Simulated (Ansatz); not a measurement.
One crystal and one scan (energy against volume) at two levels, PBE (plane waves to 420 eV, PAW, scalar-relativistic; Ansatz, a first-principles code) and r2SCAN (plane waves to 500 eV, PAW, scalar-relativistic; Ansatz), each from its own relaxed cell and on its own mesh.

The crystal is PbS (rock salt); the cell is scaled evenly about its relaxed volume V₀.

Energies are smeared free energies. PbS was relaxed with its symmetry unable to fall. Spin-orbit coupling is left out, though Pb is heavy.

```csv
quantity,run 1,run 2
Lattice constant a (Å),5.974,6.009
Bulk modulus B₀ (third-order Birch-Murnaghan fit) (GPa),57.8,52.8
```

**Question.** Which run is which level?

**Answer.** Run 2 is PBE, run 1 is r2SCAN. PBE gives the higher value for: lattice constant a. PBE gives the lower value for: bulk modulus B₀. Neither level is exact: the differences show how much the result hangs on the functional.

(A scan under strain: stresses follow from slopes of the energy per volume, elastic moduli from its curvatures.)
